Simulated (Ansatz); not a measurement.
Question: AgI in space group P6_3mc (No. 186; Ag on 2a, Ag on 2b, I on 2a, I on 2b) is relaxed with the program Ansatz at the LDA level (PAW). What lattice parameters of the conventional cell result?

Answer: a = 4.327 Å, c = 14.381 Å.

Question: Give the free coordinates with the occupied sites.

Answer: In one choice of origin and axes:

| atom | site | symmetry | x | y | z |
|---|---|---|---|---|---|
| Ag | 2a | 3m. | 0.0000 | 0.0000 | 0.3236 |
| Ag | 2b | 3m. | 0.6667 | 0.3333 | 0.4266 |
| I | 2a | 3m. | 0.0000 | 0.0000 | 0.0180 |
| I | 2b | 3m. | 0.6667 | 0.3333 | 0.2318 |

Question: Is it a metal or does it have a gap at this level?

Answer: A gap of 1.25 eV, direct.

The workflow started from a Materials Project entry (that database holds measured and hypothetical structures alike). Its sites differ from those of the usual phase in this space group: another stacking or structure type. The cell was relaxed with LDA under the symmetry of its start; whether a distortion lowers the energy is not shown. No spin polarisation was allowed. A crystal of weakly bound layers computed without a dispersion correction: the cell and the soft elastic constants depend strongly on that. Scalar-relativistic: spin–orbit coupling is off unless named, which matters more the heavier the elements.

Potentials: the earlier of the program's two PAW sets. The files were generated under PBE; for other functionals the program regenerates the frozen cores, and for LDA and PBEsol the local potential too.
